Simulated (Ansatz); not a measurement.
# Ta: energy along a strain

Ta, Fm-3m, a = 4.220 Å (as given, not relaxed at this level: -5.9 GPa). This isn't the element's structure at ambient conditions. Ansatz: PBEsol, PAW, 420 eV, Γ-centred 20×20×20 mesh on 1 atom, Gaussian smearing 0.15 eV; no spin polarisation. Cell vectors (Å): 0.000 2.110 2.110; 2.110 0.000 2.110; 2.110 2.110 0.000. The cell is strained by x per cent times the pattern (0 0 0 0 0 1) in the order xx yy zz yz xz xy (engineering shears), with fractional coordinates held. y is the free energy over the start, V0 = 18.788 Å³/atom. Symmetry makes y even in x.

| x (%) | y (meV/atom) |
| --- | --- |
| -2.00 | ? |
| -1.00 | 0.28 |
| 0.00 | 0.00 |
| 0.25 | 0.02 |
| 0.50 | 0.07 |
| 0.75 | 0.16 |
| 1.25 | 0.44 |
| 1.50 | 0.63 |
| 1.75 | 0.85 |

Task: Fit y = c2 x² + c4 x⁴ to the other rows, get the stiffness along the pattern, and predict the missing energy.

Result: Least squares on the rows shown. y = 0.2845 x² − 0.002199 x⁴. The clamped-ion stiffness p·C·p = 2 × 2.845 eV × 160.2 / 18.788 Å³ = 49 GPa, which is C66 in these axes (C44 of the cubic crystal) (second derivative at the start, which stands under stress). At x = -2.00 the fit asked for gives 1.10 meV/atom. The run gave 1.10 meV/atom, the same to the digits shown.

Spin–orbit coupling is left out, which can shift energies with elements as heavy as these.